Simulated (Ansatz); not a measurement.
A geometry of Be away from equilibrium: step 2 of the relaxation of a relaxed Be cell shaken by Gaussian noise of σ = 0.08 Å a coordinate. Level of theory: PBEsol (plane waves to 420 eV, PAW, scalar-relativistic; Ansatz, a quantum-chemistry and plane-wave program). Γ-centred k-mesh 8×8×8 on the run's cell (coarser than for final values), Fermi–Dirac smearing 0.05 eV. The plane waves were selected for a different cell earlier on the path.

```
Be
1.0
    3.92129     0.02130     0.06697
    0.02130     3.95636    -0.00378
    0.06697    -0.00378     4.01258
Be
8
Direct
  0.26095   0.98964   0.48175
  0.73676   0.98452   0.53351
  0.01353   0.48633   0.24461
  0.00024   0.47791   0.74225
  0.48431   0.23483   0.99560
  0.50718   0.75122   0.98439
  0.98824   0.99289   0.99982
  0.50826   0.49162   0.48235
```

Question: Give the Cartesian forces on all atoms (eV/Å).

Answer: 
```tsv
atom	Fx	Fy	Fz
Be1	-1.26	0.09	-0.19
Be2	1.33	0.04	-0.17
Be3	0.16	0.18	-0.13
Be4	-0.20	0.21	0.13
Be5	0.02	0.82	-0.15
Be6	-0.23	-1.09	0.14
Be7	0.35	-0.19	0.08
Be8	-0.17	-0.07	0.30
```

The path ends in R-3c (No. 167). No spin polarisation in the result.

The end of the path is a generated cell of Be: the first start was made by placing the elements on the sites of a structure type, and the end was not matched to a known phase here, so it may be hypothetical. Known forms of Be include space group No. 194.
